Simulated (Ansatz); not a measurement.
Interlayer sliding in a free bilayer taken from bulk PtS2 (CdI2 type): the upper half of the atoms below is shifted in the plane.

```yaml
crystal:
  lattice:
    - [3.58361, 0.00000, 0.00000]
    - [1.79180, 3.10349, 0.00000]
    - [0.00000, 0.00000, 22.06844]
  atoms:
    - { symbol: S, position: [0.33333, 0.33333, 0.33794] }
    - { symbol: Pt, position: [0.00000, 0.00000, 0.39357] }
    - { symbol: S, position: [0.66667, 0.66667, 0.44783] }
    - { symbol: S, position: [0.33333, 0.33333, 0.55217] }
    - { symbol: Pt, position: [0.00000, 0.00000, 0.60643] }
    - { symbol: S, position: [0.66667, 0.66667, 0.66206] }
```

In-plane vectors a = (3.584, 0.000) Å, b = (1.792, 3.103) Å, area 11.12 Å². The shift is s times the vector a (length 3.584 Å), so s = 1 restores the start. Atoms relax along the normal only. γ = [E(shift) − E(0)] / area.

Computed with PBE-D3(BJ) (plane waves to 420 eV, PAW, scalar-relativistic; Ansatz, a quantum-chemistry and plane-wave program). k mesh 15×15×1 (Γ-centred), Fermi-Dirac smearing 0.05 eV. Energies are extrapolated to zero smearing. At this level the bands of PtS2 touch or barely overlap; measurements give the solid a gap. PtS2 is run without spin polarisation. PtS2 was relaxed with its symmetry unable to fall. Spin-orbit coupling is left out, though Pt is heavy. γ is measured from zero shift. The last digit holds for this mesh only.

| s | γ (mJ/m²) |
|---|---|
| 0.000 | 0 |
| 0.083 | 37 |
| 0.167 | 109 |
| 0.250 | 164 |
| 0.333 | withheld |
| 0.417 | 218 |
| 0.500 | 224 |
| 0.583 | 218 |
| 0.667 | withheld |
| 0.750 | 164 |
| 0.833 | 109 |
| 0.917 | 37 |

Problem. Fit a Fourier form (three harmonics of 1 − cos and sin) to the given rows and predict γ at s = 0.667.

Solution. Least squares on the 10 given rows: γ = (104.3)·[1 − cos(2πs)] + (25.8)·[1 − cos(4πs)] + (8.9)·[1 − cos(6πs)], in mJ/m²; root-mean-square residual 1.2 mJ/m². At 0.667 the fit gives 195 mJ/m²; the calculation gives 199 mJ/m², so the interpolation is off by -4 (-2.0 %). 

(The slope of γ gives the shear force per area between the displaced halves; near zero shift its curvature is an elastic stiffness.)
